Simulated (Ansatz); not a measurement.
MgFI (Janus 1T monolayer) at its r2SCAN geometry, run in Ansatz at 2 levels of theory. These are computed values for a non-magnetic cell that may be hypothetical; none is a measurement.

The HSE06+SOC input:
```yaml
crystal:
  lattice:
    - [3.7136411661, 0.0, 0.0]
    - [-1.856820583, 3.2161075904, 0.0]
    - [0.0, 0.0, 29.2555049944]
  atoms:
    - { symbol: Mg, position: [0.0, 0.0, 0.3194890885] }
    - { symbol: F, position: [0.3333333333, 0.6666666667, 0.3460913334] }
    - { symbol: I, position: [0.6666666667, 0.3333333333, 0.2573228063] }
  periodic: [true, true, false]
kpoints:
  mp_grid: { grid: [6, 6, 1] }
  band_path:
    path: [[0.0, 0.0, 0.0], [0.5, 0.0, 0.0], [0.3333333333, 0.3333333333, 0.0]]
    npoints: 1
hamiltonian:
  xc: hse06
scf:
  occupations: { method: fixed }
  n_extra_bands: 8
magnetization:
  noncollinear: true
  spin_orbit: true
output:
  eigenvalues: true
```

Main results, then, where recorded, the levels near the gap in eV from the Fermi energy (columns number the bands from 0), one row a point of the path (Γ, M, K):
```
Crystal: 3 atoms, lattice volume = 349.412 Å³
Symmetry: 6 space group operations + 6 with time reversal
Magnetic group: BNS 156.50 (UNI 1280)
```
```
Basis set: ecut = 420 eV, 6865 PW (Γ)
k-points: 7 of 36 (time reversal used)
SCF 1 stopped early in 6 iterations: F = -10251.088378 eV  dr2 = 8.85e-5
Exchange kernel: α = 0.2500, screened, ω = 0.2079 Å⁻¹, Wigner–Seitz truncation, v(0) = 1046.5051 eV·Å³, q-mesh 6×6×1
SCF 2 stopped early in 5 iterations: F = -10250.763823 eV  dr2 = 1.98e-6
hybrid outer 1: dexx = +6.341e-3 eV, tail = 4.72e-5 eV
SCF 3 converged in 4 iterations: F = -10250.763823 eV  dr2 = 5.54e-8
hybrid outer 2: dexx = +2.374e-7 eV, tail = 1.33e-7 eV, Δε = 4.85e-3 eV
Free energy (F): -10250.763823 eV
Fermi energy:    -4.660070 eV
```
```tsv
band_28	band_29	band_30	band_31	band_32	band_33	band_34	band_35	band_36	band_37	band_38	band_39
-4.080	-4.080	-0.857	-0.857	0.000	0.000	1.988	1.988	4.034	4.034	4.690	4.690
-5.140	-5.140	-2.878	-2.878	-1.578	-1.578	3.884	3.884	5.536	5.536	5.781	5.781
-4.774	-4.222	-4.222	-3.581	-2.589	-2.551	4.772	4.835	6.101	6.127	6.468	6.472
```

With HSE06+SOC the gap is 1.99 eV and direct, at Γ.

Task: Another run on the same cell gave
```
Basis set: ecut = 420 eV, 6865 PW (Γ)
k-points: 7 of 36 (time reversal used)
SCF 1 stopped early in 4 iterations: F = -10248.009405 eV  dr2 = 5.70e-5
SCF 2 stopped early in 6 iterations: F = -10252.271956 eV  dr2 = 9.63e-7
hybrid outer 1: dexx = +8.961e-3 eV, tail = 6.25e-5 eV
SCF 3 converged in 5 iterations: F = -10252.272037 eV  dr2 = 2.31e-10
hybrid outer 2: dexx = +5.615e-7 eV, tail = 3.13e-8 eV, Δε = 2.85e-3 eV, ΔF = 1.23e-2 eV/Å
SCF 4 converged in 2 iterations: F = -10252.272037 eV  dr2 = 2.01e-10
hybrid outer 3: dexx = +3.115e-10 eV, tail = 4.79e-10 eV, Δε = 6.00e-5 eV, ΔF = 2.38e-4 eV/Å
Free energy (F): -10252.272037 eV
Fermi energy:    -5.429799 eV
--- Forces (eV/Å), atoms counted from 1 ---
  atom   1  Mg      0.00000      0.00000    -0.00748
  atom   2  F       0.00000      0.00000    -0.00370
  atom   3  I       0.00000      0.00000      0.01113
--- 2D stress c σ (N/m, compression-positive) ---
       -0.205732       0.000000       0.000000
        0.000000      -0.205732       0.000000
        0.000000       0.000000       0.000000
  P = ½ c Tr σ = -0.2057 N/m
```
```tsv
band_14	band_15	band_16	band_17	band_18	band_19
-3.634	0.000	0.000	3.089	4.914	5.630
-4.711	-2.412	-1.250	5.017	6.658	6.898
-4.076	-3.458	-2.243	5.952	7.252	7.599
```
Which level of theory gave it?

Result: It is PBE0, judged by the exchange loop and the size of the gap (a near hybrid could fit too), on 6×6×1; the blocks that differ from the first input, but for the band path:
```yaml
hamiltonian:
  xc: pbe0
scf:
  occupations: { method: fixed }
  n_extra_bands: 4
output:
  forces: true
  stress: true
  eigenvalues: true
```
(magnetization left out)
PBE0 gives a direct gap of 3.09 eV at Γ. The mean stress, -0.2 N/m, is small, and the program warns that its thresholds are loose for a hybrid's stress.

Totals of different functionals, or with and without spin-orbit coupling, can't be compared.

Only the levels marked +SOC include spin-orbit coupling.

The meshes of the hybrids are coarse, so their gaps aren't converged to the digits shown.
